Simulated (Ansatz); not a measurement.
TiO:
```
TiO
1.0
    4.97828     0.00000     0.00000
   -2.48914     4.31131     0.00000
    0.00000     0.00000     2.86757
Ti O
3 3
Direct
  0.66667   0.33333   0.50000
  0.33333   0.66667   0.50000
  0.00000   0.00000   0.00000
  0.60569   0.60569   0.00000
  0.00000   0.39431   0.00000
  0.39431   0.00000   0.00000
```

Relaxed with r²SCAN.

**Question.** Map the electron localisation function on the plane through (0.000, 0.000, 0.000) spanned by u = [1, 1, 0] and v = [1, -1, 0] in lattice vectors, from DFT-r²SCAN in the program Ansatz with PAW potentials.

**Answer.** x is the fraction of u, y of v (the angle between them is 90°; rows are the nearest grid lines); atoms in the plane: Ti at (0.00, 0.00), Ti at (0.50, 0.50), O at (0.11, 0.50), O at (0.61, 0.00), O at (0.20, 0.80), O at (0.70, 0.30), O at (0.20, 0.20), O at (0.70, 0.70).
```
|  *%+.   .=%@%+:=%@%:-#+  |
|*##+.     :*@@@@@@@#..*%#*|
|#*=:.:-:. .-#@@@@@%+. -*##|
|.:*@@@@@#=. .:--:..      .|
|+%@@*=*@@%=......:::.   .+|
|=%@@#+#@@%=..:*%@@@@%+: .=|
|-#@@@@@@@*: .+%@@@@@@%=. -|
|.:=+##*+-.  -#@@*:-#@@#-..|
|...         .+%@@@@@@%+:..|
|+####+-.  .:::.:+#%#+:  :+|
|%@@@@%*: .+###+-..--:  .+%|
|@%*+%@@=.+#+..+%*:    :*@@|
|@%*+%@@=.+#+..+%*:    :*@@|
|%@@@@%*: .+###+-..--:  .+%|
|+####+-.  .:::.:+#%#+:  :+|
|...         .+%@@@@@@%+:..|
|.:=+##*+-.  -#@@*:-#@@#-..|
|-#@@@@@@@*: .+%@@@@@@%=. -|
|=%@@#+#@@%=..:*%@@@@%+: .=|
|+%@@*=*@@%=......:::.   .+|
|.:*@@@@@#=. .:--:..      .|
|#*=:.:-:. .-#@@@@@%+. -*##|
|*##+.     :*@@@@@@@#..*%#*|
|  *%+.   .=%@%+:=%@%:-#+  |
```
Scale: ten equal steps from 0.007 (start of ' ') to 0.837 (end of '@'), in the order ' .:-=+*#%@'; x runs from 0.000 to 1.00, y from 0.000 (bottom) to 1.00 (top).

The density is the valence pseudo-density with augmentation charge, so density and ELF within about 1 Å of a nucleus are not all-electron values.

Space group P-62m. The first step of the workflow began from a Materials Project structure, measured or hypothetical; the Crystallography Open Database copy checked does not list it. COD files the formula under space group No. 12, 225, so this cell is another polymorph or a model. Whether it is the stable phase at ambient conditions was not checked. The cell was relaxed with r²SCAN under the symmetry of its start; of distortions, only those at the zone centre were tested. The run is not spin-polarised.

Potentials: the later of the program's two PAW sets.
